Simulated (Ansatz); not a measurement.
# Kick test of a cell of Sc₃PIr₄

It was reached by relaxing an invented guess, and it needn't be the stable form of this composition.

Computed with DFT PBE, scalar-relativistic, plane waves, PAW in Ansatz 0.2.0. Plane waves to 420 eV, a k mesh through Γ of 10×10×4 on the computed 8-atom cell and Gaussian smearing (0.10 eV); no spin polarisation.

The cell below (8 atoms, space group P4/mmm (No. 123)) is relaxed within its symmetry.

```
Sc P Ir
1.0
     3.22169    0.00000    0.00000
     0.00000    3.22169    0.00000
     0.00000    0.00000   12.39351
Sc P Ir
3 1 4
Direct
  0.00000 0.00000 0.24007
  0.00000 0.00000 0.50000
  0.00000 0.00000 0.75993
  0.00000 0.00000 0.00000
  0.50000 0.50000 0.11184
  0.50000 0.50000 0.36987
  0.50000 0.50000 0.63013
  0.50000 0.50000 0.88816
```

For the test it was strained at random (σ = 1.5 % a component), the atoms were moved at random (σ = 0.10 Å), and all was relaxed again on a coarse 6×6×2 mesh (in the run’s order of axes) with 0.20 eV smearing, with no symmetry imposed.

These runs have no spin–orbit coupling, which can matter for Ir.

Q: Does it come back?

A: It doesn't return. The energy falls by 64 meV/atom on that mesh, the volume changes by 3.9 %, and the end has space group Pmmm (No. 47) at a loose tolerance. Relaxed again on a 10×8×4 mesh with 0.10 eV smearing, the new structure lies 42 meV/atom below the first (mesh in the axes of the run's cell; the cell below is made exact in the group named). Space group Pmmm (No. 47), orthorhombic, a = 3.141 Å, b = 3.606 Å, c = 11.845 Å. Sc on a site of symmetry mm2 has 8 Ir at 2.79–2.84 Å, 3 Sc at 3.07–3.14 Å, 2 P at 3.26 Å and 2 Sc at 3.61 Å; around Sc on a site of symmetry mmm lie 8 Ir at 2.84 Å, 4 Sc at 3.07–3.14 Å and 2 Sc at 3.61 Å; P is surrounded by 4 Ir at 2.29 Å, 2 P at 3.14 Å and 4 Sc at 3.26 Å; Ir on its first site has 2 P at 2.29 Å, 4 Sc at 2.79 Å and 4 Ir at 2.83–3.14 Å; 1 more site not described.

```xyz
8
Lattice="3.1407 0.0000 0.0000 0.0000 3.6057 0.0000 0.0000 0.0000 11.8451" Properties=species:S:1:pos:R:3 pbc="T T T"
Sc    1.5704    0.0000    8.7741
Sc    1.5704    0.0000    0.0000
Sc    1.5704    0.0000    3.0709
P     0.0000    0.0000    5.9225
Ir    0.0000    1.8028    7.3388
Ir    0.0000    1.8028   10.3143
Ir    0.0000    1.8028    1.5307
Ir    0.0000    1.8028    4.5062
```
